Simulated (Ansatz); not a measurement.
Here is the system:

SiW (CsCl type, space group No. 221), a = b = c = 3.031 Å, α = β = γ = 90.00°.

This is the PBEsol-relaxed structure.

### Question
All from PBEsol (plane waves, PAW; program Ansatz), unless another level is named. Give the Poisson's ratio.

### Answer
0.38.

### Question
Next, the highest zone-centre frequency?

### Answer
8.52 THz.

### Question
Give the elastic constants (relaxed ions, GPa).

### Answer
C11 = 292, C12 = 225, C44 = 99.0.

Space group Pm-3m (CsCl type). A made-up cell: these elements were put on the sites of a structure type; neither database checked (COD, Materials Project) lists it. Whether it is the stable phase at ambient conditions was not checked. The PBEsol relaxation kept the symmetry of its start; whether a distortion lowers the energy is not shown. No spin polarisation was allowed. As this level gives no gap, shear constants depend on the k-mesh and smearing (Fermi–Dirac, 0.1 eV here). As this level gives no gap, phonon frequencies hold no LO–TO term and depend on the k-mesh and smearing (Fermi–Dirac, 0.1 eV here). On the denser mesh and wider smearing of the elastic run this cell carries a stress of 0.4 GPa. Scalar-relativistic: spin–orbit coupling is off unless named, which matters more the heavier the elements.

Potentials: the earlier of the program's two PAW sets. The files were generated under PBE; for other functionals the program regenerates the frozen cores, and for LDA and PBEsol the local potential too.
